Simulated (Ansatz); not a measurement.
## Tl: stiffness from a series of strains

```xyz
1
Lattice="-1.9410 1.9410 1.9410 1.9410 -1.9410 1.9410 1.9410 1.9410 -1.9410" Properties=species:S:1:pos:R:3 pbc="T T T"
Tl    0.0000    0.0000    0.0000
```

The cell is COD entry 9008555, as deposited and not checked against the literature; nothing was relaxed.

No spin–orbit coupling, which matters for the heavy atoms here.

These are results of DFT, LDA, all-electron LAPW, scalar-relativistic in Ansatz 0.2.0, not measurements.

Sampling and basis: a Γ-centred 13×13×13 k mesh, Fermi–Dirac smearing of 0.05 eV, basis error target 0.25 meV/atom, no spin polarisation.

The strain is applied along the Cartesian axes of the cell as listed (the other components stay zero). Fractional coordinates are held (clamped ions).

σ is the change of stress from the unstrained cell, which is at -2.47 GPa; tension is positive, so slopes are stress–strain coefficients at that pressure. In a metal the k mesh adds noise.

Only quantities that a quadratic follows smoothly over the whole series are listed; rougher ones are left out.

| εxx = εyy | σzz (GPa) | σxx (GPa) |
| --- | --- | --- |
| -0.0200 | -1.56 | -1.16 |
| 0.0000 | 0.00 | 0.00 |
| 0.0100 | 0.65 | 0.47 |
| 0.0200 | 1.20 | 0.91 |

(1) Fit the series and read off the stiffness at zero strain.

(2) One run, at εxx = εyy = -0.0100, is withheld. Predict its row.

Results:

(1) Least-squares fits y = p0 + p1 x + p2 x² to the rows give σzz (GPa): p1 = 69, p2 = -450; σxx (GPa): p1 = 51.6, p2 = -300. So 2 C12 = 69 GPa and C11 + C12 = 52 GPa.

(2) The fits give -0.73, -0.55; the run gave -0.74, -0.54.
